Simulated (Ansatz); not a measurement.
Zr (hcp (Mg type), space group No. 194) under volume change, plane-wave PAW PBEsol (Ansatz code), shape and atoms relaxed at each volume.

```
V (Å³/atom)  E − E(relaxed) (meV/atom)  P (GPa)
-----------  -------------------------  -------
20.444                               …        …
21.118                            26.8     6.60
21.792                             6.5     3.13
22.466                             0.0     0.00
23.140                               …        …
23.814                            22.9    -5.23
24.488                            49.5    -7.38
```

Question: What belongs in the gaps?

Answer: 
- 23.140, E − E(relaxed) (meV/atom): 6.0
- 23.140, P (GPa): -2.78
- 20.444, E − E(relaxed) (meV/atom): 62.7
- 20.444, P (GPa): 10.53

Question: What does a third-order Birch–Murnaghan fit give for V₀, B₀ and B′?

Answer: V₀ = 22.47 Å³/atom, B₀ = 97.6 GPa, B′ = 2.9.

Space group P6_3/mmc (hcp (Mg type)). The cell was relaxed with PBEsol under the symmetry of its start. The run is not spin-polarised. Spin–orbit coupling is left out wherever it is not named.

Potentials: the earlier of the program's two PAW sets. The files were generated under PBE; for other functionals the program regenerates the frozen cores, and for LDA and PBEsol the local potential too.
